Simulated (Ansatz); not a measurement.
Trial structure of GaAs₃, not yet relaxed:

```cif
data_structure
_symmetry_space_group_name_H-M 'Pm-3m'
_symmetry_Int_Tables_number 221
_cell_length_a 4.6870
_cell_length_b 4.6870
_cell_length_c 4.6870
_cell_angle_alpha 90.000
_cell_angle_beta 90.000
_cell_angle_gamma 90.000
_cell_volume 102.97
loop_
_atom_site_label
_atom_site_type_symbol
_atom_site_symmetry_multiplicity
_atom_site_Wyckoff_symbol
_atom_site_fract_x
_atom_site_fract_y
_atom_site_fract_z
_atom_site_occupancy
Ga1 Ga 1 b 0.50000 0.50000 0.50000 1
As1 As 3 c 0.00000 0.50000 0.50000 1
```

The calculation used DFT PBE, scalar-relativistic, plane waves, PAW (Ansatz). Plane waves to 420 eV, a k mesh through Γ of 4×4×4 on the computed 4-atom cell and Gaussian smearing (0.10 eV); no spin polarisation.

Energies over the elements count from the elements' standard structures at the same level, with no fitted energy shifts.

Question: What does a single point on this coarse mesh give?

Answer: The pressure is 11.3 GPa (it wants to expand), the largest force is 0.00 eV/Å (symmetry fixes the atoms), and the energy is +1.07 eV/atom against the elements. The shortest distance is 2.34 Å.

Question: How much does it gain on relaxing, and where does it end?

Answer: Relaxing gains about 0.14 eV/atom (the start's value is from the coarse mesh, so the gain is rough) in 7 ionic steps and ends at +0.93 eV/atom on the finer mesh. The symmetry stays Pm-3m (No. 221). The end has the ReO3 type. The volume per atom grows by 19.8 %, from 25.7 to 30.8 Å³. The shortest distance goes from 2.34 Å (Ga–As) to 2.49 Å (Ga–As). Conventional cell: a = 4.978 Å. Ga has 6 As at 2.49 Å; As is surrounded by 2 Ga at 2.49 Å.

The last run used a 10×10×10 mesh for its 4-atom cell and Gaussian smearing of 0.10 eV. The reference form of As is held partly by dispersion forces, which this level lacks. The relaxation can't lower the symmetry of the start. A structure relaxed within its symmetry needn't be a true minimum. Another cell of GaAs3 relaxed alike, in P-31m, lies 0.87 eV/atom lower, so this cell isn't the stable form at this level.
